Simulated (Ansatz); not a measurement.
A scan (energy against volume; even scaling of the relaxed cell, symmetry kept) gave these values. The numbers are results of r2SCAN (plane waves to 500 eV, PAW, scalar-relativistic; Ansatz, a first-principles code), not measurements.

The bulk modulus B₀ (third-order Birch-Murnaghan fit) is 13.1 GPa. The pressure derivative B₀′ (fit) comes out as 3.3 and the equilibrium volume of the fit is 21.03 Å³/atom.

Task: Of these crystals, all scanned alike, which one is it?
A. BeS (zinc blende)
B. InSb (zinc blende)
C. Li (bcc, W type)

Result: C, Li (bcc, W type). The others have, for the bulk modulus: InSb 43.5 GPa, BeS 97.5 GPa

All were relaxed with their symmetry unable to fall. At this level the bands of InSb touch or barely overlap; measurements give the solid a gap. Spin-orbit coupling is left out.

(Under strain, the slope of the energy per volume gives the stress and its curvature an elastic modulus.)
